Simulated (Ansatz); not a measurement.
# CsAg2: rattling a relaxed structure

The cell was found from a structure generator's guess, not taken from experiment.

All numbers below come from DFT PBE, scalar-relativistic, plane waves, PAW (Ansatz 0.2.0). Cutoff 420 eV; k points 12×12×10 on the computed 3-atom cell (Γ-centred); Gaussian smearing, width 0.10 eV; no spin polarisation.

The cell below (3 atoms, space group P6/mmm (No. 191)) is relaxed within its symmetry.

```
Cs Ag
1.0
     4.85222    0.00000    0.00000
    -2.42611    4.20215    0.00000
     0.00000    0.00000    5.45725
Cs Ag
1 2
Cartesian
  0.0000 0.0000 2.7286
  0.0000 2.8014 0.0000
  2.4261 1.4007 0.0000
```

For the test a repeat of it with 6 atoms (edges 4.85, 4.85, 10.91 Å) was strained at random (σ = 1.5 % a component), the atoms were moved at random (σ = 0.15 Å), and all was relaxed again on a coarse 6×6×2 mesh (in the run’s order of axes) with 0.20 eV smearing, with no symmetry imposed.

Task: Is the structure stable against such a distortion?

Result: It returns, within 1 meV/atom of the unmoved cell on that mesh and with the same symmetry when read at 0.1 Å (Cc at 0.01 Å, so small strains and shifts remain). So it is stable against the distortions that fit this cell and that this random move excites. Modes that don't fit the cell aren't tested.
